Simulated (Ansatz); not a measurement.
The cell below belongs to a search over invented structures; it isn't taken from experiment.

Input and command of a plane-wave DFT calculation in Ansatz:

```yaml
crystal:
  lattice:
    - [4.54216661, 0.0, 0.0]
    - [-2.27108331, 3.93363167, 0.0]
    - [0.0, 0.0, 7.64216794]
  atoms:
    - { symbol: Mg, position: [0.33333333, 0.66666667, 0.0] }
    - { symbol: Mg, position: [0.66666667, 0.33333333, 0.0] }
    - { symbol: Mg, position: [0.0, 0.0, 0.0] }
    - { symbol: Mo, position: [0.0, 0.0, 0.5], spin: 1.0 }
    - { symbol: Br, position: [0.0, 0.0, 0.73477512] }
    - { symbol: Br, position: [0.0, 0.0, 0.26522488] }
basis:
  ecutwfc: 420
kpoints:
  mp_grid: { grid: [6, 6, 2] }
hamiltonian:
  xc: pbe
scf:
  occupations: { method: gaussian, width: 0.1 }
  lower_state_search: "off"
output:
  forces: true
  stress: true
  eigenvalues: true
  populations: true
magnetization:
  spin_polarized: true
relax:
  adjacent_minimum: "off"
  f_tol: 0.04
  max_steps: 70
  cell: { stress_tol: 0.4 }
```

```bash
ansatz run input.yaml --threads 1 --pin off --max-ram 2560MiB --backend cpu --events-out ev --progress --plain --runs-dir out
```

Processor: Arm Neoverse V2, 1 thread, on a host shared with other jobs.

Estimate time, memory and problem size.

About 2.5 min, peak memory 0.59 GiB. It solves 36 bands at 14 k points (after reduction by symmetry) with about 5165 plane waves (on the last cell), in 139 SCF iterations over 15 ionic steps.
